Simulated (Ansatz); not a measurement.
Input:

CdS:
```
CELL_PARAMETERS angstrom
      0.00000     2.93890     2.93890
      2.93890     0.00000     2.93890
      2.93890     2.93890     0.00000
ATOMIC_POSITIONS crystal
  S  0.75000 0.75000 0.75000
  Cd 0.00000 0.00000 0.00000
```

This is the r²SCAN-relaxed structure.

All from r²SCAN in the plane-wave PAW code Ansatz, unless another level is named. Estimate the gap with spin–orbit coupling.

1.53 eV.

Give the formation energy from the elements (no fitted shifts).

-807 meV/atom.

Give the electron effective mass.

0.15 mₑ (isotropic).

Predict the hole effective mass, band 2 of 3 at the edge.

0.79 along [100], 0.79 along [110], 1.6 along [111] (mₑ).

Next, the weight of the conduction-edge state by species (Voronoi cells)?

Cd 63 %, S 37 %.

What about the valence-band maximum?

at Γ.

Space group F-43m (zinc blende). Symmetry was held in the r²SCAN relaxation; phonons on a q-mesh show no instability. The references are the lowest solids computed at this level, not always the standard phases. Scalar-relativistic: spin–orbit coupling is off unless named, which matters more the heavier the elements.

Potentials: the later of the program's two PAW sets.
